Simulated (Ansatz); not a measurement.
ReB$_{2}$:
```
CELL_PARAMETERS angstrom
      2.93223     0.00000     0.00000
     -1.46611     2.53938     0.00000
      0.00000     0.00000     3.47946
ATOMIC_POSITIONS crystal
  Re 0.00000 0.00000 0.00000
  B  0.33333 0.66667 0.50000
  B  0.66667 0.33333 0.50000
```

Relaxed with r²SCAN. Special points in fractions of this cell's reciprocal vectors: Γ (0.000, 0.000, 0.000); M (0.500, 0.000, 0.000); K (0.333, 0.333, 0.000); A (0.000, 0.000, 0.500); L (0.500, 0.000, 0.500); H (0.333, 0.333, 0.500).

Task: List the band energies nearest the Fermi level at these points for DFT-r²SCAN with spin–orbit coupling in the program Ansatz with PAW potentials.

Result: In eV from the Fermi level; about four levels below and three above (degenerate sets whole), none deeper than 8.9 eV; points with the same levels are listed once.

```json
[
 {"k": "Γ", "below": "-4.58 -4.58 -0.34 -0.34", "above": "0.06 0.06 1.57 1.57"},
 {"k": "M", "below": "-4.67 -4.67 -1.23 -1.23", "above": "1.19 1.19 1.57 1.57"},
 {"k": "K", "below": "-1.69 -1.69 -1.21 -1.21", "above": "0.67 0.67 7.24 7.24"},
 {"k": "A", "below": "-1.65 -1.65 -1.65 -1.65", "above": "6.17 6.17 10.01 10.01"},
 {"k": "L", "below": "-4.86 -4.86 -0.65 -0.65", "above": "1.73 1.73 2.98 2.98"},
 {"k": "H", "below": "-5.67 -5.67 -0.30 -0.30", "above": "2.86 2.86 3.05 3.05"}
]
```

Space group P6/mmm. The cell is a constructed one: a structure type filled with these elements; neither database checked (COD, Materials Project) lists it. COD files the formula under space group No. 194, so this cell is another polymorph or a model. Its standing as an ambient phase is unchecked. The r²SCAN relaxation kept the symmetry of its start; whether a distortion lowers the energy is not shown. The run is not spin-polarised.

Potentials: the earlier of the program's two PAW sets.
